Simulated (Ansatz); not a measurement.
## Data sheet: ZnCdS2 (DFT)

ZnCdS2:
```yaml
crystal:
  lattice:
    - [3.93411, 0.00000, 0.00000]
    - [-1.96706, 3.40704, 0.00000]
    - [0.00000, 0.00000, 6.52299]
  atoms:
    - { symbol: Zn, position: [0.00000, 0.00000, 0.99925] }
    - { symbol: Cd, position: [0.33333, 0.66667, 0.50697] }
    - { symbol: S, position: [0.33333, 0.66667, 0.89173] }
    - { symbol: S, position: [0.00000, 0.00000, 0.35404] }
```

Space group P3m1 (No. 156); conventional cell a = b = 3.9341 Å, c = 6.5230 Å, α = β = 90.00°, γ = 120.00°.

Method: PBEsol in the plane-wave PAW code Ansatz. The cell and atoms are relaxed at this level. Other levels are named where they apply.

**Cell and energy**

```yaml
volume_per_atom: 21.86 Å³
density: 4.59 g/cm³
Formation energy from the elements (no fitted shifts): -0.70 eV/atom
```

**Electronic structure**

```yaml
band_gap: 1.33 eV (direct)
valence_band_maximum: at Γ
conduction_band_minimum: at Γ
electron_effective_mass: 0.14, 0.15, 0.15 mₑ (principal values)
Electron effective mass with spin–orbit coupling: 0.14, 0.15, 0.15 mₑ (principal values)
Hole effective mass, band 1 of 2 at the edge: 1.7 along x, 1.7 along z (mₑ)
Hole effective mass, band 2 of 2 at the edge: 0.15 along x, 1.7 along z (mₑ)
Hole effective mass with spin–orbit coupling: 0.29, 0.29, 1.8 mₑ (principal values)
HSE06 gap on the PBEsol cell: 2.57 eV
Gap with spin–orbit coupling: 1.31 eV
```

**Mechanics**

```yaml
Bulk modulus (Birch–Murnaghan fit): 667 kbar
Pressure derivative B′: 4.4
Elastic constants (relaxed ions, GPa): C11 = 95.7, C12 = 51.6, C13 = 46.5, C14 = -0.1, C33 = 127, C44 = 19.9
mechanical_stability: stable (all eigenvalues of C positive)
hill_bulk_and_shear_moduli: 67.1 and 23.4 GPa
Young's modulus: 62.8 GPa
Poisson's ratio: 0.34
debye_temperature_from_the_elastic_constants: 270 K
Piezoelectric stress constants (proper, relaxed ions, C/m²): e15 = e24 = -0.15, e16 = e21 = 0.21, e22 = -0.21, e31 = e32 = -0.18, e33 = 0.24
```

**Dielectric response**

```yaml
Electronic dielectric constant ε∞ (DFPT): 6.10 (xx = yy), 6.36 (zz)
Static dielectric constant ε0 (ions relaxed, cell fixed): 9.31 (xx = yy), 9.52 (zz)
Born charges (a third of the trace): Zn +2.03, Cd +2.04, S -2.04 to -2.03 e
```

**Phonons**

```yaml
Highest zone-centre frequency (without LO–TO term): 324 cm⁻¹
zone_centre_stability: no imaginary mode at Γ
```

The first step of the workflow began from a Materials Project structure, measured or hypothetical; the Crystallography Open Database copy checked does not list it. Whether it is the stable phase at ambient conditions was not checked. The PBEsol relaxation kept the symmetry of its start. Signs of piezoelectric constants follow the polarity of the cell as given. The references are the lowest solids computed at this level, not always the standard phases. Scalar-relativistic: spin–orbit coupling is off unless named, which matters more the heavier the elements.

Potentials: the later of the program's two PAW sets.
